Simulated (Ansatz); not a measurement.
WS:
```
WS
1.0
    3.07869     0.00000     0.00000
   -1.53935     2.66623     0.00000
    0.00000     0.00000     3.42474
W S
1 1
Direct
  0.00000   0.00000   0.00000
  0.33333   0.66667   0.50000
```

Relaxed with plane-wave PAW PBEsol (Ansatz code). Indices refer to the conventional cell of P-6m2, a = b = 3.0787 Å, c = 3.4247 Å, α = β = 90.00°, γ = 120.00°.

Task: Simulate the powder diffraction pattern (Cu Kα, λ = 1.54184 Å; lines above 1 %) up to 2θ = 90°.

Result: Simulated powder pattern, Cu Kα, λ = 1.54184 Å (kinematic, ideal powder, no thermal factors, no anomalous dispersion; the 30 strongest lines at most, above 1 %, up to 2θ = 90°):

```
2θ (°)  d (Å)  I/Imax (%)         hkl
------  -----  ----------  ----------
26.02   3.425          33      (0001)
33.61   2.666          69  (1 0 -1 0)
42.99   2.104         100  (1 0 -1 1)
53.51   1.712          10      (0002)
60.11   1.539          21  (1 1 -2 0)
64.70   1.441          22  (1 0 -1 2)
66.61   1.404          17  (1 1 -2 1)
70.66   1.333         8.6  (2 0 -2 0)
76.71   1.242          19  (2 0 -2 1)
84.66   1.145          17  (1 1 -2 2)
84.96   1.142         1.5      (0003)
```

The start of the workflow was typed in or built on a structure type; neither database checked (COD, Materials Project) lists it. Whether it is the stable phase at ambient conditions was not checked. Symmetry was held in the PBEsol relaxation; whether a distortion lowers the energy is not shown. The workflow began spin-polarised and lost its moments. Scalar-relativistic: spin–orbit coupling is off unless named, which matters more the heavier the elements.

Potentials: the earlier of the program's two PAW sets. The files were generated under PBE; for other functionals the program regenerates the frozen cores, and for LDA and PBEsol the local potential too.
